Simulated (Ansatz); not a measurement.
## SnSe2

```xyz
3
Lattice="3.8716 0.0000 0.0000 -1.9358 3.3529 0.0000 0.0000 0.0000 6.9936" Properties=species:S:1:pos:R:3 pbc="T T T"
Sn    0.0000    0.0000    0.0000
Se    0.0000    2.2353    1.5946
Se    1.9358    1.1176    5.3990
```

Atom numbers follow the list: Sn1, Se2, Se3.

The cell was built from the CdI2 type and relaxed in the same program, and has space group P-3m1; it needn't be a known or the stable phase.

No spin–orbit coupling, which matters for the heavy atoms here.

All numbers are computed: DFT, PBE, all-electron LAPW, scalar-relativistic (Ansatz 0.2.0); DFT, PBE, PAW with Ansatz's default frozen-core files, scalar-relativistic (Ansatz 0.2.0); DFT, PBE, all-electron PAW with datasets made for the crystal, scalar-relativistic (Ansatz 0.2.0).

For LAPW: a Γ-centred 11×11×6 k mesh, Fermi–Dirac smearing of 0.05 eV, basis error target 0.5 meV/atom, no spin polarisation. PAW takes a cutoff of 420 eV at this cell. The crystal-made all-electron datasets (AE datasets) take a cutoff of 240 eV at this cell. The Ansatz runs share mesh, smearing and spin set-up. Values come from LAPW unless marked.

Spin–orbit coupling is left out, which moves gradients at and beside heavy atoms by some per cent and at worst by a factor of two.

```json
{"Volume per atom": "204.2 bohr³", "Pressure at this cell": "0.0 kbar"}
```

(1) Predict this quantity. Löwdin charges (with 0.12 e of the cell spilling out of the atomic basis, so their sizes and signs hang on that basis).

(2) Bader charges (from the PAW run): what does the calculation give?

(3) Give the computed value. Band gap.

(4) Give the computed value. Field gradients Vzz (crystal-made datasets).

(5) Give the computed value. Smallest direct gap on the path.

## Answers

(1) Sn1 0.57, Se2 -0.23 e.

(2) Sn1 +1.24, Se2 -0.62 e.

(3) 0.70 eV, indirect from the line Γ–M (0.5, 0, 0) to L (0.5, 0, 0.5).

(4) Sn1 -0.37 (η = 0.00), Se2 -8.06 (η = 0.00) in 10²¹ V/m².

(5) 1.08 eV.
